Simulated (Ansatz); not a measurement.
SiC:
```cif
data_C4Si4
_chemical_formula_sum 'Si4 C4'
_space_group_name_H-M_alt 'F-43m'
_space_group_IT_number 216
_space_group_name_Hall 'F -4 2 3'
_cell_length_a 4.35662
_cell_length_b 4.35662
_cell_length_c 4.35662
_cell_angle_alpha 90.000
_cell_angle_beta 90.000
_cell_angle_gamma 90.000
loop_
_atom_site_label
_atom_site_type_symbol
_atom_site_symmetry_multiplicity
_atom_site_Wyckoff_symbol
_atom_site_fract_x
_atom_site_fract_y
_atom_site_fract_z
_atom_site_occupancy
Si1 Si 4 c 0.25000 0.25000 0.25000 1
C1 C 4 a 0.00000 0.00000 0.00000 1
```
(The calculation used a cell of 2 atoms; values per cell refer to that cell.)

Relaxed with r²SCAN.

### Question
Give the optical modes at the zone centre with their infrared and Raman activity from DFPT, r²SCAN (plane waves, PAW; program Ansatz).

### Answer
Transverse frequencies, without the LO–TO term; a row sums one degenerate level.

| ω (cm⁻¹) | degeneracy | IR ((D/Å)²/amu) | Raman (Å⁴/amu) | activity | symmetry |
|---|---|---|---|---|---|
| 799 | 3 | 60.83 | 33 | IR+Raman | T2 |

### Question
How high does the top mode go among those that the LO–TO term moves?

### Answer
979 cm⁻¹ for q along x.

The cell was relaxed with r²SCAN under the symmetry of its start; phonons on a q-mesh show no instability.

Potentials: the earlier of the program's two PAW sets.
